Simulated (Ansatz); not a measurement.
## Ta₂NiP₄: rattling a relaxed structure

The structure comes from a generated guess, relaxed at this level; another structure or a mixture of phases may lie lower.

The calculation used Ansatz 0.2.0, DFT PBE, scalar-relativistic, plane waves, PAW. Plane waves to 420 eV, a k mesh through Γ of 12×12×4 on the computed 7-atom cell and Gaussian smearing (0.10 eV); no spin polarisation.

The cell below (7 atoms, space group P-3m1 (No. 164)) is relaxed within its symmetry.

```yaml
crystal:
  lattice:
    - [3.32132, 0.00000, 0.00000]
    - [-1.66066, 2.87635, 0.00000]
    - [0.00000, 0.00000, 11.03617]
  atoms:
    - { symbol: Ta, position: [0.00000, 0.00000, 0.23918] }
    - { symbol: Ta, position: [0.00000, 0.00000, 0.76082] }
    - { symbol: Ni, position: [0.00000, 0.00000, 0.50000] }
    - { symbol: P, position: [0.66667, 0.33333, 0.38643] }
    - { symbol: P, position: [0.33333, 0.66667, 0.61357] }
    - { symbol: P, position: [0.33333, 0.66667, 0.91519] }
    - { symbol: P, position: [0.66667, 0.33333, 0.08481] }
```

For the test it was strained at random (σ = 1.5 % a component), the atoms were moved at random (σ = 0.05 Å), and all was relaxed again on a coarse 6×6×2 mesh (in the run’s order of axes) with 0.20 eV smearing, with no symmetry imposed.

These runs have no spin–orbit coupling, which can matter for Ta. Trial moments died out on the coarse mesh, so the last step has no spin; another magnetic start might hold.

Task: Does it come back?

Result: It doesn't return. The energy falls by 18 meV/atom on that mesh, the volume changes by 0.3 %, and the end has space group C2/m (No. 12) at a loose tolerance. Relaxed again on a 10×10×4 mesh with 0.10 eV smearing, the new structure lies 26 meV/atom below the first (mesh in the axes of the run's cell; the cell below is made exact in the group named). Space group C2/m (No. 12), monoclinic, a = 5.929 Å, b = 3.276 Å, c = 10.893 Å, β = 92.8°. Ta has 6 P at 2.48–2.65 Å and 1 Ni at 2.85 Å; Ni has 6 P at 2.30–2.32 Å and 2 Ta at 2.85 Å; around P on its first site lie 3 Ni at 2.30–2.32 Å and 3 Ta at 2.51–2.52 Å; P on its second site has 2 P at 2.40 Å, 1 Ta at 2.48 Å and 2 Ta at 2.65 Å.

```xyz
7
Lattice="2.9645 -1.6382 0.0000 2.9645 1.6382 0.0000 -0.5269 0.0000 10.8799" Properties=species:S:1:pos:R:3 pbc="T T T"
Ta    5.4125    0.0000    8.0290
Ta   -0.0104    0.0000    2.8509
Ni    0.0000    0.0000    0.0000
P     1.4237    0.0000    9.6308
P     3.9785    0.0000    1.2491
P     4.1310    0.0000    4.5637
P     1.2712    0.0000    6.3162
```
